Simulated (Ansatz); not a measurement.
SiC (zinc blende)

```yaml
crystal:
  lattice:
    - [0.00000, 4.37975, 4.37975]
    - [2.18988, 2.18988, 4.37975]
    - [2.18988, 2.18988, 0.00000]
  atoms:
    - { symbol: C, position: [0.00000, 0.75000, 0.75000] }
    - { symbol: C, position: [0.50000, 0.75000, 0.75000] }
    - { symbol: Si, position: [0.00000, 0.00000, 0.00000] }
    - { symbol: Si, position: [0.50000, 0.00000, 0.00000] }
```

The atoms are displaced by Q × the pattern below (from a DFPT mode at X = (0.5, 0.5, 0.0), largest move 1; Q in Å), at fixed cell. (q is in reciprocal vectors of the primitive cell; the cell shown is doubled to hold the pattern.)

| atom | x | y | z |
|---|---|---|---|
| C1 | 0.000 | 0.000 | -1.000 |
| C2 | 0.000 | 0.000 | 1.000 |

Atoms not listed stay in place.

The numbers are results of PBE (plane waves to 420 eV, PAW, scalar-relativistic; Ansatz, a program for electronic structure), not measurements. k mesh 13×13×13 (Γ-centred), Fermi-Dirac smearing 0.05 eV. SiC was relaxed with its symmetry unable to fall.

At one point of the scan the forces (eV/Å) are:

```
atom     Fx     Fy      Fz
----  -----  -----  ------
C1    0.000  0.000  -0.950
C2    0.000  0.000   0.950
Si3   0.000  0.000   0.000
Si4   0.000  0.000   0.000
```

Q: Which point is it?
A) Q = -0.050 Å
B) Q = -0.033 Å
C) Q = -0.067 Å
D) Q = -0.083 Å

A: B, Q = -0.033 Å

(For displaced atoms, the force is minus the slope of the energy, and its curvature is a force constant, which sets phonon frequencies.)
